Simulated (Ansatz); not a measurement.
One crystal and one scan (energy against volume) at two levels, PBE (plane waves to 420 eV, PAW, scalar-relativistic; Ansatz, a program for electronic structure) and r2SCAN (plane waves to 500 eV, PAW, scalar-relativistic; Ansatz), each from its own relaxed cell and on its own mesh.

The crystal is ZnS (wurtzite); the cell is scaled evenly about its relaxed volume V₀.

Energies are smeared free energies. The PAW data are Ansatz's earlier set. ZnS was relaxed with its symmetry unable to fall. With the shape held, the modulus is that of even scaling; a crystal free to change shape is softer. Both scans cover V/V₀ from 0.940 to 1.060.

```csv
quantity,run 1,run 2
Lattice constant a (Å),3.845,3.807
Lattice constant c (Å),6.306,6.246
Relaxed volume (Å³/atom),20.19,19.60
"Band gap of the relaxed cell, no spin-orbit coupling (eV)",2.07,2.77
Pressure at the smallest volume (GPa),4.91,5.50
Energy cost of the largest compression (meV/atom),17.5,19.1
Energy cost of the largest expansion (meV/atom),14.1,15.4
Bulk modulus at fixed cell shape B₀ (third-order Birch-Murnaghan fit) (GPa),69.2,77.7
Pressure for 5 % compression (fit) (GPa),4.0,4.5
```

Which run is which level?

Run 1 is PBE, run 2 is r2SCAN. PBE gives the higher value for: lattice constant a; lattice constant c; relaxed volume. PBE gives the lower value for: band gap of the relaxed cell, no spin-orbit coupling; pressure at the smallest volume; energy cost of the largest compression; energy cost of the largest expansion; bulk modulus at fixed cell shape B₀; pressure for 5 % compression. Neither level is exact: the differences show how much the result hangs on the functional.

(Under strain, the slope of the energy per volume gives the stress and its curvature an elastic modulus.)
